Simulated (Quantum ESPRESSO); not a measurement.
Space group P-3m1 (No. 164); a = 4.360 Å, b = 4.360 Å, c = 7.312 Å, α = 90.00°, β = 90.00°, γ = 120.00°

```tsv
atom	site	symmetry	x	y	z
P	2d	3m.	0.3333	0.6667	0.2543
Sr	1a	-3m.	0.0000	0.0000	0.0000
Cd	2d	3m.	0.6667	0.3333	0.3651
```

The geometry is that of Materials Project entry mp-8277, symmetrised and not relaxed again.

Problem. What does LDA (pw.x of Quantum ESPRESSO, ONCV potentials, scalar-relativistic) give for the electronic structure near the Fermi level?

Solution. The LDA gap is direct, 0.54 eV at Γ. Spin-orbit splittings are left out.

The structure is a Materials Project entry; no match was found in the copy of COD used, and its stability was not checked.
